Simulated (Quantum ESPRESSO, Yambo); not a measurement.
LiTaO$_{3}$ (space group R3c, No. 161): one geometry, one set of PBEsol (pw.x of Quantum ESPRESSO, ONCV potentials, no spin-orbit coupling) orbitals, self-energies from Yambo (4×4×4 Γ-centred k mesh, bands 5 to 166 and a 7 Ry block in the screening, 166 bands in G with the Bruneval-Gonze terminator, plasmon pole fitted at 27.2 eV).

```tsv
level	gap Γ → Γ (eV)
PBEsol (Quantum ESPRESSO)	3.87
exchange only (Hartree-Fock self-energy on PBEsol orbitals)	[?]
static COHSEX@PBEsol	6.25
G0W0@PBEsol, plasmon pole	[?]
```

**Question.** Fill in the missing entries.

**Answer.** 
- exchange only (Hartree-Fock self-energy on PBEsol orbitals), gap Γ → Γ (eV): 14.94
- G0W0@PBEsol, plasmon pole, gap Γ → Γ (eV): 5.71

Bare exchange has no screening and gives the widest gap; static COHSEX screens it but leaves out the frequency dependence, which G0W0 restores.

Nearest settings tried, and what they do to the gap: 85 bands in W: +124 meV; 3 Ry block (65 vectors against 223): +154 meV. Not varied: bands in G, mesh. So the settings aren't converged at that level.

Geometry of the Materials Project entry, not relaxed at this level; primitive cell a = b = c = 5.477 Å, α = β = γ = 55.90°.
